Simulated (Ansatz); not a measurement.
## Ta: computed property card

Ta:
```
CELL_PARAMETERS angstrom
      0.00000     3.00097     3.00097
      3.00097     0.00000     3.00097
      3.00097     3.00097     0.00000
ATOMIC_POSITIONS crystal
  Ta 0.00000 0.00000 0.00000
  Ta 0.25000 0.25000 0.25000
```

Space group Fd-3m (No. 227), diamond; conventional cell a = b = c = 6.0019 Å, α = β = γ = 90.00°.

Method: DFT-PBEsol in the program Ansatz with PAW potentials. Structure relaxed to zero pressure with the same functional. Other levels are named where they apply.

**Cell and energy**

* **Volume per atom**: 27.03 Å³
* **Density**: 11.12 g/cm³

**Electronic structure**

* **Electronic character**: metallic (no gap)
* **Density of states at the Fermi level**: 1.5 states/eV per atom (mean over ±0.08 eV)
* **Gap with spin–orbit coupling**: none (metallic)

**Mechanics**

- Bulk modulus (Birch–Murnaghan fit): 75.8 GPa
- Pressure derivative B′: 3.3
- Elastic constants (relaxed ions, GPa): C11 = 2.6, C12 = 112, C44 = -291
- Mechanical stability: unstable (C has a negative eigenvalue)

**Phonons**

- Highest zone-centre frequency = 77 cm^-1
- Zone-centre stability = no imaginary mode at Γ

The start of the workflow was typed in or built on a structure type; neither database checked (COD, Materials Project) lists it. It is not the phase usual at ambient conditions (space group No. 229). The PBEsol relaxation kept the symmetry of its start. The run is not spin-polarised. As this level gives no gap, shear constants depend on the k-mesh and smearing (Fermi–Dirac, 0.1 eV here). As this level gives no gap, phonon frequencies hold no LO–TO term and depend on the k-mesh and smearing (Fermi–Dirac, 0.1 eV here). Scalar-relativistic: spin–orbit coupling is off unless named, which matters more the heavier the elements.

Potentials: the later of the program's two PAW sets.
